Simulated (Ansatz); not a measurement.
AlSiGeN in space group R3m (No. 160; Al on 3a, N on 3a, Ge on 3a, Si on 3a), DFT-PBE in the program Ansatz with PAW potentials, all energies at zero smearing, with the estimated change up to a 700 eV cutoff added, with one set of potentials and settings (totals compare only within such a set). Cell of 4 atoms (1 Al, 1 N, 1 Ge, 1 Si): -5850.944 eV.

| element | reference phase | E (eV/atom) |
|---|---|---|
| Al | Fm-3m, 1 atoms in the cell | -537.5055 |
| N | Pa-3, 8 atoms in the cell | -384.0342 |
| Ge | Fd-3m, 2 atoms in the cell | -4294.9907 |
| Si | Fd-3m, 2 atoms in the cell | -635.8114 |

Formation energy per atom, worked out: (-5850.944 − 1×(-537.5055) − 1×(-384.0342) − 1×(-4294.9907) − 1×(-635.8114))/4 = 0.349 eV/atom (34 kJ per mol of atoms), at 0 K, without zero-point energy or fitted corrections.

The start of the workflow was typed in or built on a structure type; neither database checked (COD, Materials Project) lists it. Whether it is the stable phase at ambient conditions was not checked. The cell was relaxed with PBE under the symmetry of its start; whether a distortion lowers the energy is not shown. Its formation energy is positive at this level, so the cell may be metastable or incomplete. The references are the lowest solids computed at this level, not always the standard phases (solids in place of the gases).

Potentials: the earlier of the program's two PAW sets.
